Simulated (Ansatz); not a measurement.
Values for one crystal, relaxed and computed with r²SCAN (plane waves, PAW; program Ansatz); other levels are named.

- Volume per atom: 22.38 Å³
- Electronic character: metallic (no gap)
- Formation energy from the elements (no fitted shifts): -0.90 eV/atom
- Density of states at the Fermi level: 0.24 states/eV per atom (mean over ±0.08 eV)

Pick the material that matches.
A) Y2MgGe2, P4/mbm (Y on 4h, Mg on 2a, Ge on 4g)
B) YTe3, Cmcm (Y on 4c, Te on 4c, Te on 4c, Te on 4c)
C) YNiGe, Pnma (Y on 4c, Ni on 4c, Ge on 4c)
D) Ti6Ge2B, P-62m (Ti on 3f, Ti on 3g, Ge on 2c, B on 1b)

A, Y2MgGe2, P4/mbm (Y on 4h, Mg on 2a, Ge on 4g)

The workflow started from a Materials Project entry (that database holds measured and hypothetical structures alike); the Crystallography Open Database copy checked does not list it. Whether it is the stable phase at ambient conditions was not checked. The r²SCAN relaxation kept the symmetry of its start; whether a distortion lowers the energy is not shown. No spin polarisation was allowed. The references are the lowest solids computed at this level, not always the standard phases. Scalar-relativistic: spin–orbit coupling is off unless named, which matters more the heavier the elements.

Potentials: the earlier of the program's two PAW sets.
